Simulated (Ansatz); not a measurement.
# Convergence notes, G0W0 on SiC₃ (ordering on diamond)

SiC₃ as one 4-atom ordering (R3m) on the diamond lattice, relaxed with r2SCAN; one-shot G0W0 in Ansatz without spin-orbit coupling. Spin-unpolarised throughout. Whether this structure exists isn't addressed.

```
C Si
1.0
     1.41543    0.81720    4.67007
    -1.41543    0.81720    4.67007
     0.00000   -1.63440    4.67007
C Si
3 1
Direct
  0.00824 0.00824 0.00824
  0.48896 0.48896 0.48896
  0.37917 0.37917 0.37917
  0.87363 0.87363 0.87363
```

Gaps are read over the mesh points alone. G0W0 values are finite-basis, finite-mesh values.
```
 start       potentials      frequency model   mesh  empty bands  screening cutoff (eV)  Kohn-Sham gap (eV)  G0W0 gap (eV)        rough cost
   PBE              PAW  contour deformation  6×6×6           52                     80                1.59           2.22  120 core-seconds
   PBE              PAW  contour deformation  6×6×6          121                    140                1.59           2.43    5 core-minutes
   PBE              PAW  contour deformation  6×6×6          223                    210                1.59           2.54   18 core-minutes
 HSE06              PAW  contour deformation  6×6×6          121                    140                2.52           2.81    7 core-minutes
   LDA              PAW  contour deformation  6×6×6          121                    140                1.54           2.43    5 core-minutes
r2SCAN              PAW  contour deformation  6×6×6          121                    140                1.89           2.57    6 core-minutes
   PBE              PAW     Godby-Needs pole  6×6×6          121                    140                1.59           2.39    5 core-minutes
   PBE              PAW  contour deformation  8×8×8           52                     80                1.59           2.22   10 core-minutes
   PBE  norm-conserving  contour deformation  6×6×6          121                    140                1.58           2.43   15 core-minutes
```

The quasiparticle gap on this mesh is 2.54 eV (Γ to F), against 1.59 eV from PBE: +0.95 eV. Renormalisation factors Z lie between 0.77 and 0.82.

Raising bands and cutoff together moves the gap by +0.21 eV (80 to 140 eV), then +0.11 eV (140 to 210 eV); the last step is still large, so the basis limit isn't reached. Starting from HSE06 (2.52 eV against PBE's 1.59 eV) gives 2.81 eV, +0.38 eV from G0W0@PBE at the same screening cutoff. Starting from LDA (1.54 eV against PBE's 1.59 eV) gives 2.43 eV, 0.00 eV from G0W0@PBE at the same screening cutoff. Starting from r2SCAN (1.89 eV against PBE's 1.59 eV) gives 2.57 eV, +0.14 eV from G0W0@PBE at the same screening cutoff. The Godby-Needs plasmon pole differs from contour deformation by -0.04 eV. An 8×8×8 mesh in place of 6×6×6 changes the opening over PBE by 0.00 eV (the gap on the mesh by 0.00 eV). Norm-conserving potentials (wave cutoff 1116 eV against 420 eV) shift the quasiparticle gap by 0.00 eV and the PBE gap by -0.01 eV. r2SCAN runs take a wave cutoff of 500 eV.
